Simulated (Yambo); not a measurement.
G0W0@PBEsol for CsNbP2O8 (space group C2/m, No. 12) in Yambo (2×2×1 mesh, 7 Ry block, plasmon pole, screening fixed), without a terminator:

```
bands N in G  gap (-0.5, -0.5, 0) → Γ (eV)  shift of the valence edge (eV)
------------  ----------------------------  ------------------------------
116                                  5.266                          -0.360
193                                  5.092                          -0.595
295                                  5.033                          -0.758
```

Q: Extrapolate both columns to infinite N with E(N) = E∞ + A/N, test the form, and compare with the terminator.

A: From two points, E∞ = (N2 E2 − N1 E1)/(N2 − N1). The two largest N give 4.92 eV for the gap and -1.07 eV for the shift; the two smallest give 4.83 eV and -0.95 eV. For the gap the slopes A are 51 and 33 eV: the form isn't reached, and its limit is uncertain. For the shift the slopes A are 68 and 91 eV: the form isn't reached, and its limit is uncertain. With the Bruneval-Gonze terminator and 295 bands the run gives 5.01 eV and -0.96 eV, 0.09 eV and 0.11 eV from the extrapolated values: the terminator too is an estimate of the remainder. Block, mesh and the bands in W are held fixed.

Spin-orbit coupling is not included.

Geometry of the Materials Project entry, not relaxed at this level; primitive cell a = b = 5.1013 Å, c = 8.7736 Å, α = β = 92.92°, γ = 62.09°.

A shift is the quasiparticle energy of the state minus its PBEsol energy.
